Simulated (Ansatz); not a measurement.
An Ansatz input:

```yaml
crystal:
  lattice:
    - [-1.1474615457, 1.1474615457, 1.1474615457]
    - [1.1474615457, -1.1474615457, 1.1474615457]
    - [1.1474615457, 1.1474615457, -1.1474615457]
  atoms:
    - { symbol: B, position: [0.0, 0.0, 0.0] }
hamiltonian:
  xc: r2scan0
  pseudopotentials:
    kind: paw
    azcp:
      B: "pseudopotentials/B.paw.azcp"
basis:
  ecutwfc: 500
  fft_grid_basis: typed
kpoints:
  mp_grid: { grid: [10, 10, 10], shift: [0, 0, 0] }
magnetization:
  spin_polarized: false
scf:
  occupations: { method: fermi_dirac, width: 0.1 }
output:
  write_density: true
  write_potential: true
  elf: true
  volumetric_format: npy
```

Output

```
Engine: ansatz 0.2.0, aarch64-unknown-linux-gnu
Pseudopotentials: kind: paw
Pseudopotential: B, paw, valence charge 3, recommended cutoff 500 eV (meta_gga) 
Functional definition: r2SCAN0
  parameter a = 0.25
  parameter k0 = 0.174
  parameter k1 = 0.065
  parameter a1 = 4.9479
  exchange = (1 - a)*r2scan_x(k0 = k0, k1 = k1, a1 = a1) + a*exact_x
  correlation = r2scan_c
Crystal: 1 atoms, lattice volume = 6.043 Å³
Basis set: ecut = 500 eV, 141 PW (Γ), exchange–correlation on 60×60×60 points (64 copies of the dense FFT grid, shifted against one another)
Bands: 6, of which v1, the nominal top of the filled ones, is band 2 counted from 1 (1 counted from 0)
Symmetry: 48 space group operations
Space group: Im-3m (ITA 229), of the structure as read, at distance tolerance 1.8e-5 Å
k-points: 47 of 1000
Non-local potential: B, projectors of the file, l = 0: 2, l = 1: 2, l = 2: 1
PAW form: soft (Blöchl's): semilocal exchange-correlation on the pseudo side does not see the compensation charge
PAW frozen core: B, regenerated for the run's functional, and the local potential with it (the file was generated under x = pbe(κ = 0.804, μ = 0.2195149727645171), c = pbe(β = 0.06672455060314922))
PAW one-centre angular grid: B, 302 points (default); XC on 160 Gauss nodes
Initial density: superposition of atomic densities (neutral atoms: chi_scale 0, normalization atom), corrected by the library's trained network
Initial wavefunctions: pseudopotential atomic-orbital guess
Functional: x = r2scan, c = r2scan; τ floored in thin density (d = 2e-4 eV/Å³), warm-up for x = 0.75 r2scan + 0.25 exact, c = r2scan; τ floored in thin density (d = 2e-4 eV/Å³)
SCF iter   1: F=—  HF=-154.698164 eV  |F-HF|=—  |Δ(HF+E_count)|=         —  Δρ=1.03e-2  dr2=3.74e-3  dr2_τ=7.37e-2  ethr=1.77e-3  ⟨swp⟩=5.1  Hψ=1205  notcnv=0
SCF iter   2: F=—  HF=-154.712646 eV  |F-HF|=—  |Δ(HF+E_count)|=   1.45e-2  Δρ=7.44e-3  dr2=1.96e-3  dr2_τ=1.45e-5  ethr=1.25e-4  ⟨swp⟩=3.0  Hψ=625  notcnv=0
SCF iter   3: F=—  HF=-154.712595 eV  |F-HF|=—  |Δ(HF+E_count)|=   5.15e-5  Δρ=3.19e-3  dr2=3.63e-4  dr2_τ=1.10e-5  ethr=6.55e-5  ⟨swp⟩=2.0  Hψ=415  notcnv=0
SCF iter   4: F=—  HF=-154.712576 eV  |F-HF|=—  |Δ(HF+E_count)|=   1.86e-5  Δρ=1.21e-3  dr2=5.23e-5  dr2_τ=1.77e-7  ethr=1.21e-5  ⟨swp⟩=2.0  Hψ=357  notcnv=0
iter 5 solved again at ethr=7.34e-8 eV; its pass at ethr=1.74e-6 eV (dr2=2.20e-6 eV) is discarded
SCF iter   5: F=—  HF=-154.712574 eV  |F-HF|=—  |Δ(HF+E_count)|=   2.43e-6  Δρ=2.50e-4  dr2=2.22e-6  dr2_τ=9.03e-9  ethr=7.34e-8  ⟨swp⟩=2.0  Hψ=714  notcnv=0
SCF iter   6: F=—  HF=-154.712574 eV  |F-HF|=—  |Δ(HF+E_count)|=   4.94e-8  Δρ=2.48e-5  dr2=2.14e-8  dr2_τ=1.14e-10  ethr=7.34e-8  ⟨swp⟩=2.0  Hψ=357  notcnv=0
SCF iter   7: F=-154.712574 eV  HF=-154.712574 eV  |F-HF|=1.56e-11  |Δ(HF+E_count)|=  9.32e-10  Δρ=2.01e-6  dr2=1.26e-10  dr2_τ=7.06e-12  ethr=7.13e-10  ⟨swp⟩=2.0  Hψ=357  notcnv=0
SCF 1 converged in 7 iterations: F = -154.712574 eV  dr2 = 1.26e-10
Initial density: handed on by an earlier stage of this run
Initial wavefunctions: those handed on with the density
Functional: x = 0.75 r2scan + 0.25 exact, c = r2scan; τ floored in thin density (d = 2e-4 eV/Å³)
Frozen-core exchange: fock
iter 1 solved again at ethr=1.85e-5 eV; its pass at ethr=1.00e-1 eV (dr2=5.55e-4 eV) is discarded
SCF iter   1: F=—  HF=-154.574328 eV  |F-HF|=—  |Δ(HF+E_count)|=         —  Δρ=3.94e-3  dr2=8.55e-4  dr2_τ=6.08e-5  ethr=1.85e-5  ⟨swp⟩=3.1  Hψ=1252  notcnv=0
SCF iter   2: F=—  HF=-154.575144 eV  |F-HF|=—  |Δ(HF+E_count)|=   8.17e-4  Δρ=2.29e-3  dr2=3.73e-4  dr2_τ=8.82e-7  ethr=1.85e-5  ⟨swp⟩=2.0  Hψ=351  notcnv=0
SCF iter   3: F=—  HF=-154.575736 eV  |F-HF|=—  |Δ(HF+E_count)|=   5.91e-4  Δρ=4.53e-4  dr2=2.71e-5  dr2_τ=3.92e-7  ethr=6.24e-6  ⟨swp⟩=2.0  Hψ=351  notcnv=0
SCF iter   4: F=—  HF=-154.575769 eV  |F-HF|=—  |Δ(HF+E_count)|=   3.34e-5  Δρ=2.78e-5  dr2=5.45e-6  dr2_τ=2.18e-8  ethr=2.47e-7  ⟨swp⟩=2.0  Hψ=353  notcnv=0
SCF iter   5: F=-154.575783 eV  HF=-154.575783 eV  |F-HF|=3.68e-11  |Δ(HF+E_count)|=   1.43e-5  Δρ=6.80e-6  dr2=1.38e-7  dr2_τ=2.33e-10  ethr=7.68e-10  ⟨swp⟩=3.1  Hψ=691  notcnv=0  defer=2
SCF 2 stopped early in 5 iterations: F = -154.575783 eV  dr2 = 1.38e-7
hybrid outer 1: dexx = +3.791e-3 eV, tail = 4.32e-7 eV
Frozen-core exchange: fock
SCF iter   1: F=—  HF=-154.575789 eV  |F-HF|=—  |Δ(HF+E_count)|=         —  Δρ=6.40e-6  dr2=1.88e-8  dr2_τ=2.41e-10  ethr=7.20e-8  ⟨swp⟩=2.5  Hψ=598  notcnv=0
SCF iter   2: F=-154.575789 eV  HF=-154.575789 eV  |F-HF|=9.80e-11  |Δ(HF+E_count)|=   6.59e-8  Δρ=4.17e-6  dr2=3.26e-9  dr2_τ=6.36e-11  ethr=1.60e-11  ⟨swp⟩=3.6  Hψ=466  notcnv=0
SCF 3 converged in 2 iterations: F = -154.575789 eV  dr2 = 3.26e-9
hybrid outer 2: dexx = +9.028e-8 eV, tail = 6.70e-9 eV, Δε = 4.58e-3 eV (about 7.99e-4 eV left of the loop's levels)
hybrid SCF converged: 2 outer / 7 inner (+7 warm-up), last move |dexx| = 9.03e-8 eV, tail = 6.70e-9 eV
Stability not checked: this state was not tested for a lower state beside it, because the functional holds exact exchange (a hybrid, or Hartree-Fock), whose exchange loop this test does not read (fock_operator; see scf.lower_state_search)
Free energy (F): -154.575789 eV
Frozen-core exchange: fock
Harris-Foulkes:  -154.575789 eV  (|F-HF|=9.80e-11)
Internal energy: -154.572473 eV  (E = F + TS)
E sigma→0 (E₀):  -154.574131 eV
Entropy (-TS):   -0.003317 eV (-3.317 meV/atom)
Fermi energy:    13.774777 eV
--- Per-component energies (eV) ---
  E_band       = 13.859237
  E_kinetic    = 47.292762
  E_local      = 0.589138  (includes V_loc(G=0)·N_el)
  E_nonlocal   = 11.099064
  E_hartree    = 0.138573
  E_xc         = -24.610713
  E_vxc        = -31.855607  (∫ρ·V_xc dr)
  E_exx        = -6.216193  (= α·E_x^exact, valence–valence)
  E_paw        = -80.083265  (= ΣΔE_a)
  E_vpaw       = -2.389982  (= ΣTr[D̂ρ^β])
  E_aug_tail   = -0.000001  (compensation charges beyond the density's cutoff)
  E_vtau       = 1.279105  (kinetic-family band-sum trace: ∫τ·v_τ [+ j·A + Jᵃ·Aᵃ] dr)
  E_ewald      = -102.755741
  E_core_change = -0.026098  (= ΣΔE_core)
  E_smearing   = -0.003317  (= −TS)
  E_closure    = -0.000000  (closes the sum)
  Σ components = -154.575789   (vs F -154.575789, Δ=2.84e-14)
--- Band table (eV; the first three rows and the last of 47) ---
  k-point 0: bands = ["-8.2367", "32.9252", "32.9252", "32.9252"]
  k-point 1: bands = ["-7.7135", "31.1579", "31.7340", "32.5918"]
  k-point 2: bands = ["-6.1487", "26.0923", "29.3525", "31.6964"]
  k-point 46: bands = ["15.2704", "15.2704", "15.2704", "25.2725"]
  guard bands above this table: 2 of the run's 6 bands. The solve was not asked for them (output.publish_guard_bands: true or output.eigenvalues: true publishes all)
```

Command:

```sh
ansatz run input.yaml --threads 4 --pin off --max-ram 8192MiB --backend cpu --events-out ev --progress --plain --runs-dir out
```

On 4 threads of Arm Neoverse V1 (shared host) this took about 1.9 s of wall time and 5 s of CPU time, with 0.58 GiB at the peak.
